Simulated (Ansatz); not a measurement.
MoPO5 in space group P4/n (No. 85; Mo on 2c, P on 2b, O on 8g, O on 2c), DFT-r²SCAN in the program Ansatz with PAW potentials, all energies at zero smearing, with the estimated change up to a 700 eV cutoff added, with one set of potentials and settings (totals compare only within such a set). Cell of 14 atoms (2 Mo, 2 P, 10 O): -17144.652 eV.

| element | reference phase | E (eV/atom) |
|---|---|---|
| Mo | Im-3m, 1 atoms in the cell | -4967.5975 |
| P | Cmce, 4 atoms in the cell | -759.1646 |
| O | C2/m, 4 atoms in the cell, spin-polarised | -566.0281 |

Formation energy per atom, worked out: (-17144.652 − 2×(-4967.5975) − 2×(-759.1646) − 10×(-566.0281))/14 = -2.203 eV/atom (-213 kJ per mol of atoms), at 0 K, without zero-point energy or fitted corrections.

The first step of the workflow began from a Materials Project structure, measured or hypothetical; the Crystallography Open Database copy checked does not list it. Its standing as an ambient phase is unchecked. The cell was relaxed with r²SCAN under the symmetry of its start; whether a distortion lowers the energy is not shown. The final state is ferromagnetic, chosen from 2 collinear starts compared on coarse meshes (ties went to the first, and starts can fall back to one state), not a proven ground state. Other orbital occupations within this spin state were not tried. No Hubbard U is applied. The references are the lowest solids computed at this level, not always the standard phases (solids in place of the gases).

Potentials: the later of the program's two PAW sets.
